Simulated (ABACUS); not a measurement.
## Small calculations from the output for Ti (P6/mmm, 3 atoms in the cell; from Materials Project mp-72, lattice scaled a little)

```xyz
3
Lattice="4.6555 0.0000 0.0000 -2.3278 4.0318 0.0000 0.0000 0.0000 2.8808" Properties=species:S:1:pos:R:3 pbc="T T T"
Ti     0.0000     0.0000     0.0000
Ti     0.0000     2.6879     1.4404
Ti     2.3278     1.3439     1.4404
```

Method: PBEsol, PseudoDojo 0.4 standard norm-conserving PBEsol (tails mended) pseudopotentials (plane waves; ABACUS 3.10.1).

Main settings: KPT = Gamma 8 8 11 0 0 0; basis_type = pw; dft_functional = PBESOL; ecutwfc = 84 Ry; smearing_method = fd; smearing_sigma = 0.00734986 Ry; potentials = PseudoDojo 0.4 standard norm-conserving PBEsol (tails mended); symmetry = 1.

The structure comes from a collection of computed structures, made at another level of theory; the collection holds predicted forms beside known ones. Its lattice was then scaled.

The cell holds 364.9 bohr³ and the plane-wave cutoff is 84.0 Ry.

### Question
How many plane waves does a k-point need, and how does the count grow with the cutoff?

### Answer
In Rydberg units |k + G|² ≤ E, a sphere of radius √84.0 = 9.165 bohr⁻¹. Each G takes (2π)³/V of reciprocal space, so N = V E^(3/2)/(6π²) = 364.9 × 769.9/59.218 = 4744. The program's largest count at a k-point is 4780; single k-points scatter about the estimate. The count grows as E^(3/2): 20 % more cutoff means 31 % more plane waves.

The cell was also run at V = 53.532 Å³ (F = -4840.95384 eV, P = -8.17 GPa) and V = 54.613 Å³ (F = -4840.89293 eV, P = -9.87 GPa), scaled uniformly; the base has V = 54.073 Å³, P = -9.04 GPa and F₀ = -4840.92482 eV.

### Question
Check the pressure against the energies, and estimate the bulk modulus.

### Answer
P = −dF/dV ≈ −(0.06091 eV)/(1.081 Å³) = -0.05635 eV/Å³; times 160.218 GPa per eV/Å³ this is -9.03 GPa, against -9.04 GPa from the stress tensor. B = −V dP/dV ≈ −54.073 × (-1.70 GPa)/(1.081 Å³) = 85 GPa at this volume. The curvature of the energies, B = V (F₊ + F₋ − 2F₀)/(ΔV/2)², gives 85 GPa. Shape and fractional positions were held, which usually makes B too large where they are free.

With Fermi-Dirac occupations of width kT = 0.1000 eV the run gave E = -4840.8136 eV and F = E − TS = -4840.9248 eV for the cell.

### Question
Extrapolate the energy to zero width, and estimate the density of states at the Fermi level.

### Answer
TS = E − F = 0.1112 eV. To second order in the width E rises and F falls by the same amount, so E(0) ≈ (E + F)/2 = -4840.8692 eV. The Sommerfeld expansion gives TS = (π²/3) g (kT)², so g ≈ 3 × 0.1112/(π² × 0.1000²) = 3.38 states/eV for the cell, 1.13 an atom (both spins). This g is a mean over a few kT around the Fermi level on this mesh. It implies a bare coefficient γ = (π²/3) k_B² g = 2.357 × 1.13 = 2.7 mJ/(mol K²) for a mole of atoms, without any enhancement by phonons or spin fluctuations.

“Tails mended”: in these copies of the files the far tail of each local potential was reset to the Coulomb form.
